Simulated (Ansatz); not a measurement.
**Notes on GaReSi**

```xyz
6
Lattice="3.1663 0.0000 0.0000 0.0000 3.1663 0.0000 0.0000 0.0000 7.9836" Properties=species:S:1:pos:R:3 pbc="T T T"
Re    2.3747    2.3747    5.8331
Re    0.7916    0.7916    2.1505
Ga    0.7916    0.7916    7.3018
Ga    2.3747    2.3747    0.6818
Si    2.3747    2.3747    3.3148
Si    0.7916    0.7916    4.6688
```

The numbers come from plane-wave PAW DFT (Ansatz): r2SCAN, spin-orbit coupling, 500 eV, 8×8×4 Γ-centred k points, gaussian occupations (width 0.0757 eV). Nothing was relaxed.

The state carries no moments; the state need not be the lowest.

**Stress.** The pressure is 4.5 GPa (compression positive), so with the atoms held at these fractions the cell would first expand.
**Electronic structure.** The gap is 0.30 eV, indirect (the least direct gap found is 0.59 eV). A semilocal functional usually gives too small a gap.
**Formation energy.** -0.29 eV an atom against the elements' usual phases (free molecules for gases, crystals otherwise, with no correction for O₂ or N₂), so it is bound against them; other compounds may still compete. Relaxing would lower it.
**Forces.** Nearly at rest: the largest force is 0.025 eV/Å.
**Charges.** Bader charges in e: Ga +0.28, Re -0.79, Si +0.51. In the mean Si gives up most and Re takes most.
**Band edges.** Within 0.7 eV of the edges, the states project mainly on Re d (95 %) below the gap and on Re d (53 %), Ga p (19 %) and Si p (14 %) above it.

Origin: a database entry at a rescaled volume.
